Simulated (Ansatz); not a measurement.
TaCuN2:
```yaml
crystal:
  lattice:
    - [1.56085, 0.90116, 5.78056]
    - [-1.56085, 0.90116, 5.78056]
    - [0.00000, -1.80232, 5.78056]
  atoms:
    - { symbol: Ta, position: [0.50000, 0.50000, 0.50000] }
    - { symbol: Cu, position: [0.00000, 0.00000, 0.00000] }
    - { symbol: N, position: [0.10557, 0.10557, 0.10557] }
    - { symbol: N, position: [0.89443, 0.89443, 0.89443] }
```

This is the PBEsol-relaxed structure.

Problem. All from PBEsol (plane waves, PAW; program Ansatz), unless another level is named. Predict the highest zone-centre frequency (without LO–TO term).

Solution. 23.68 THz.

Problem. Next, the bulk modulus (Birch–Murnaghan fit)?

Solution. 216 GPa.

Space group R-3m. The workflow started from a Materials Project entry (that database holds measured and hypothetical structures alike); the Crystallography Open Database files this formula in space group No. 166, but the cells were not matched. Whether it is the stable phase at ambient conditions was not checked. The cell was relaxed with PBEsol under the symmetry of its start; whether a distortion lowers the energy is not shown. The run is not spin-polarised. Scalar-relativistic: spin–orbit coupling is off unless named, which matters more the heavier the elements.

Potentials: the later of the program's two PAW sets.
